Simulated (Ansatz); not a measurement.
**Property card for NbIr**

NbIr:
```yaml
crystal:
  lattice:
    - [0.00000, 2.63570, 2.63570]
    - [2.63570, 0.00000, 2.63570]
    - [2.63570, 2.63570, 0.00000]
  atoms:
    - { symbol: Ir, position: [0.00000, 0.00000, 0.00000] }
    - { symbol: Nb, position: [0.50000, 0.50000, 0.50000] }
```

Space group Fm-3m (No. 225), rock salt; conventional cell a = b = c = 5.271 Å, α = β = γ = 90.00°.

Method: DFT-PBE in the program Ansatz with PAW potentials. Geometry: relaxed at this level of theory. Other levels are named where they apply.

### Cell and energy

```json
{
  "volume_per_atom": "18.31 Å³",
  "density": "12.93 g/cm³",
  "Formation energy from the elements (no fitted shifts)": "0.073 eV/atom"
}
```

### Electronic structure

```json
{
 "electronic_character": "metallic (no gap)",
 "Density of states at the Fermi level": "0.71 states/eV per atom (mean over ±0.08 eV)",
 "Gap with spin–orbit coupling": "none (metallic)"
}
```

### Mechanics

```json
{
  "Bulk modulus (Birch–Murnaghan fit)": "200 GPa",
  "Pressure derivative B′": "4.4"
}
```

The start of the workflow was typed in or built on a structure type; neither database checked (COD, Materials Project) lists it. COD files the formula under space group No. 123. Whether it is the stable phase at ambient conditions was not checked. The cell was relaxed with PBE under the symmetry of its start; its stability against distortions is not shown here. No spin polarisation was allowed. The references are the lowest solids computed at this level, not always the standard phases. Scalar-relativistic: spin–orbit coupling is off unless named, which matters more the heavier the elements.

Potentials: the later of the program's two PAW sets.
